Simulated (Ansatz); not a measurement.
## GdLuN2: stable or not

The structure comes from a generated guess, relaxed at this level; another structure or a mixture of phases may lie lower.

Level of theory: DFT PBE, scalar-relativistic, plane waves, PAW in Ansatz. Settings of the last relaxation (4-atom cell): 420 eV, 14×14×10 k points, Gaussian smearing of 0.10 eV, collinear spin.

Space group P4/mmm (No. 123). a = 3.450 Å, b = 3.450 Å, c = 4.878 Å, α = 90.00°, β = 90.00°, γ = 90.00°
```
atom  site  symmetry       x       y       z
  Gd    1d     4/mmm  0.5000  0.5000  0.5000
  Lu    1a     4/mmm  0.0000  0.0000  0.0000
   N    1b     4/mmm  0.0000  0.0000  0.5000
   N    1c     4/mmm  0.5000  0.5000  0.0000
```

Formation energies are uncorrected and refer to the elements' standard structures at the same level (N₂ as a molecule).

Q: These tests were run: energy against the elements; phonons on a 2×2×2 q mesh; elastic tensor. What do they show?

A:

```csv
test,result
energy against the elements,−1.62 eV/atom
phonons on a 2×2×2 q mesh,no imaginary mode on the mesh
elastic tensor,least eigenvalue 117 GPa
```

It fails none of these tests. Whether a mixture of other phases lies lower isn't tested here.

The 4f shell of Gd is treated without a Hubbard U, which places its levels poorly. The magnetic state reached may not be the lowest. The run for the phonons used a 14×14×10 k mesh and Gaussian smearing of 0.20 eV. The run for the elastic tensor used a 14×14×10 k mesh and Gaussian smearing of 0.20 eV. The cell carries site moments Gd 6.8 μB.
